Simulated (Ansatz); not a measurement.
## HgTe (zincblende type) under strong compression

```
CELL_PARAMETERS angstrom
0.00000 3.25586 3.25586
3.25586 0.00000 3.25586
3.25586 3.25586 0.00000
ATOMIC_POSITIONS crystal
Hg 0.00000 0.00000 0.00000
Te 0.25000 0.25000 0.25000
```

The cell comes from a relaxation on PAW files under the same functional, begun from a prototype that needn't be the stable phase.

Its volume is scaled at fixed shape and fractional positions.

All numbers are PBEsol results (scalar-relativistic) from Ansatz 0.2.0, with a Γ-centred 12×12×12 k mesh, Fermi–Dirac smearing of 0.05 eV, no spin polarisation. Methods: LAPW: all electrons, basis error target 1 meV/atom; PAW: frozen-core files, cutoff 420 eV; crystal datasets: all electrons, by PAW datasets that the program makes for each cell; norm-conserving: pseudopotentials, cutoff 1120 eV; PAW (core large): files with a larger core, cutoff 420 eV.

Energies are extrapolated to zero smearing and count from the unscaled cell; pressure is positive in compression; gaps take the mesh and a band path. No temperature or zero-point motion is included.

Spin–orbit coupling is left out, which matters for the heavy atoms. The PAW files were made under PBE. The structure type is held throughout; the real material can change phase at far lower pressure.

| V/V0 | V (Å³/atom) | P LAPW (GPa) | ΔE LAPW (eV/atom) | P PAW − LAPW (GPa) | ΔE PAW − LAPW (meV/atom) | gap (eV) |
| --- | --- | --- | --- | --- | --- | --- |
| 1.00 | 34.51 | -0.04 | 0.000 | -0.01 | 0.0 | 0.00 |
| 0.94 | 32.44 | 3.01 | 0.018 | -0.01 | -0.1 | 0.00 |
| 0.88 | 30.37 | 7.42 | 0.084 | -0.02 | -0.2 | 0.00 |
| 0.80 | 27.61 | ? | ? | ? | ? | ? |
| 0.72 | 24.85 | 32.0 | 0.691 | -0.05 | -1.3 | 0.00 |
| 0.64 | 22.09 | 58.7 | 1.451 | -0.05 | -2.1 | – |
| 0.55 | 18.98 | 115.2 | 3.074 | -0.07 | -3.2 | 0.06 |

**Question.** Fit the Vinet equation to the LAPW pressures shown (residuals weighted by 1/(|P| + 0.03·Pmax)), and predict the pressure of the withheld row.

**Answer.** The fit gives V0 = 34.49 Å³/atom, B0 = 40.9 GPa and B0′ = 5.59. At 27.61 Å³/atom, x = (V/V0)^(1/3) = 0.9285, and P = 3·B0·(1 − x)/x²·exp[1.5·(B0′ − 1)·(1 − x)] = 16.66 GPa. The run itself gave 16.59 GPa (+0.4 % off) and ΔE = 0.284 eV/atom.

**Question.** From the table, what is the rise of the enthalpy H = E + pV up to the last row, and how stiff is the crystal between the last two rows?

**Answer.** ΔH = 3.074 eV + (115.2 GPa × 18.98 Å³ + 0.04 GPa × 34.51 Å³) × 0.006242 eV/(GPa·Å³) = 16.73 eV/atom, of which pV makes 82 %. The mean bulk modulus there is −ΔP/Δln V = 373 GPa.

**Question.** At the smallest volume, how far do crystal datasets and norm-conserving and PAW (core large) lie from LAPW in pressure?

**Answer.** crystal datasets: 0.00 GPa; norm-conserving: -0.46 GPa; PAW (core large): -0.50 GPa, on a LAPW pressure of 115.2 GPa.

**Question.** How do the Löwdin populations by LAPW change from the unscaled cell to the last row?

**Answer.** Hg 6s 1.08 → 0.91, Hg 5d 9.95 → 9.87, Te 5s 1.93 → 1.81, Te 5p 4.80 → 5.03 electrons an atom. These are projections on the shells that the free atoms fill; 0.24 e a cell lies outside them at the start and 0.43 e at the end.
